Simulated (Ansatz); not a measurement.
A distorted cell of CsSnI3 (cubic perovskite):

```
CELL_PARAMETERS angstrom
      6.27122     0.00000     0.00000
      0.00000     6.27122     0.00000
      0.00000     0.00000     6.27122
ATOMIC_POSITIONS crystal
  Cs 0.00000 0.00000 0.00000
  Sn 0.50000 0.50000 0.50000
  I  0.00000 0.50000 0.50000
  I  0.50000 0.50000 0.00000
  I  0.56359 0.06359 0.50000
```

Level of theory: PBE (plane waves to 420 eV, PAW, scalar-relativistic; Ansatz, a first-principles code). k mesh 5×5×5 (Γ-centred), Fermi-Dirac smearing 0.05 eV. Energies are smeared free energies. Compression counts positive. CsSnI3 was relaxed with its symmetry unable to fall. Spin-orbit coupling is left out, though I is heavy. The PAW data are Ansatz's earlier set. This is a high-temperature form of CsSnI3.

**Question.** Predict the force on every atom, in eV/Å.

**Answer.** 
```json
[
 {"atom": "Cs1", "Fx": "0.007", "Fy": "0.009", "Fz": "0.000"},
 {"atom": "Sn2", "Fx": "-0.068", "Fy": "0.864", "Fz": "0.000"},
 {"atom": "I3", "Fx": "0.216", "Fy": "0.216", "Fz": "0.000"},
 {"atom": "I4", "Fx": "-0.032", "Fy": "0.137", "Fz": "0.000"},
 {"atom": "I5", "Fx": "-0.123", "Fy": "-1.226", "Fz": "0.000"}
]
```

**Question.** What is the stress tensor (GPa)?

**Answer.** 
```
   0.49     0.17     0.00
   0.17     1.87     0.00
   0.00     0.00     0.36
```
The pressure, a third of the trace, is 0.91 GPa.

**Question.** In it atom 5 sits (0.399, 0.399, 0.000) Å away from its relaxed site. What is its energy relative to the relaxed cell?

**Answer.** 199 meV/cell.

(For displaced atoms, the force is minus the slope of the energy, and its curvature is a force constant, which sets phonon frequencies.)
